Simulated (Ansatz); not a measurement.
MnF$_{2}$:
```cif
data_F4Mn2
_chemical_formula_sum 'Mn2 F4'
_space_group_name_H-M_alt 'P 1'
_space_group_IT_number 1
_cell_length_a 4.86716
_cell_length_b 4.86716
_cell_length_c 3.29393
_cell_angle_alpha 90.000
_cell_angle_beta 90.000
_cell_angle_gamma 90.000
loop_
_space_group_symop_operation_xyz
  'x, y, z'
loop_
_atom_site_label
_atom_site_type_symbol
_atom_site_fract_x
_atom_site_fract_y
_atom_site_fract_z
_atom_site_occupancy
Mn1 Mn 0.00000 0.00000 0.00000 1
Mn2 Mn 0.50000 0.50000 0.50000 1
F1 F 0.69614 0.69614 0.00000 1
F2 F 0.80386 0.19614 0.50000 1
F3 F 0.30386 0.30386 0.00000 1
F4 F 0.19614 0.80386 0.50000 1
```
Starting moments (μB, in the order of the atoms Mn Mn F F F F): 4.7 -4.7 0.0 0.0 0.0 0.0.

Relaxed with r²SCAN.

Tabulate the valence density and the electron localisation function along the shortest Mn–F contact (2.09 Å), r²SCAN in the plane-wave PAW code Ansatz.



| distance from Mn (Å) | density (e/Å³) | ELF |
|---|---|---|
| 0.21 | 22.53 | 0.87 |
| 0.31 | 16.56 | 0.82 |
| 0.42 | 10.81 | 0.74 |
| 0.52 | 6.29 | 0.64 |
| 0.63 | 3.31 | 0.52 |
| 0.73 | 1.64 | 0.37 |
| 0.84 | 0.82 | 0.21 |
| 0.94 | 0.49 | 0.11 |
| 1.05 | 0.41 | 0.09 |
| 1.15 | 0.47 | 0.20 |
| 1.25 | 0.67 | 0.49 |
| 1.36 | 1.07 | 0.73 |
| 1.46 | 1.82 | 0.80 |
| 1.57 | 3.24 | 0.81 |
| 1.67 | 5.50 | 0.77 |
| 1.78 | 8.34 | 0.69 |
| 1.88 | 11.15 | 0.57 |

The density is the valence pseudo-density with augmentation charge, so density and ELF within about 1 Å of a nucleus are not all-electron values.

Space group P4_2/mnm (rutile). Symmetry was held in the r²SCAN relaxation, as lowered by the spin order. The final state is antiferromagnetic, chosen from 5 collinear starts compared on coarse meshes (ties went to the first, and starts can fall back to one state), not a proven ground state. Other orbital occupations within this spin state were not tried. No Hubbard U is applied.

Potentials: the later of the program's two PAW sets.
